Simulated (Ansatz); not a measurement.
MgO in space group P4_2/mnm (No. 136; Mg on 4g, O on 4f), PBEsol in the plane-wave PAW code Ansatz, all energies at zero smearing, with the estimated change up to a 700 eV cutoff added, with one set of potentials and settings (totals compare only within such a set). Cell of 8 atoms (4 Mg, 4 O): -9902.371 eV.

| element | reference phase | E (eV/atom) |
|---|---|---|
| Mg | P6_3/mmc, 2 atoms in the cell | -1912.0525 |
| O | C2/m, 4 atoms in the cell, spin-polarised | -558.3609 |

Formation energy per atom, worked out: (-9902.371 − 4×(-1912.0525) − 4×(-558.3609))/8 = -2.590 eV/atom (-250 kJ per mol of atoms), at 0 K, without zero-point energy or fitted corrections.

The start of the workflow was typed in or built on a structure type; neither database checked (COD, Materials Project) lists it. It is not the phase usual at ambient conditions (space group No. 225). The PBEsol relaxation kept the symmetry of its start; its stability against distortions is not shown here. The references are the lowest solids computed at this level, not always the standard phases (solids in place of the gases).

Potentials: the earlier of the program's two PAW sets. The files were generated under PBE; for other functionals the program regenerates the frozen cores, and for LDA and PBEsol the local potential too.
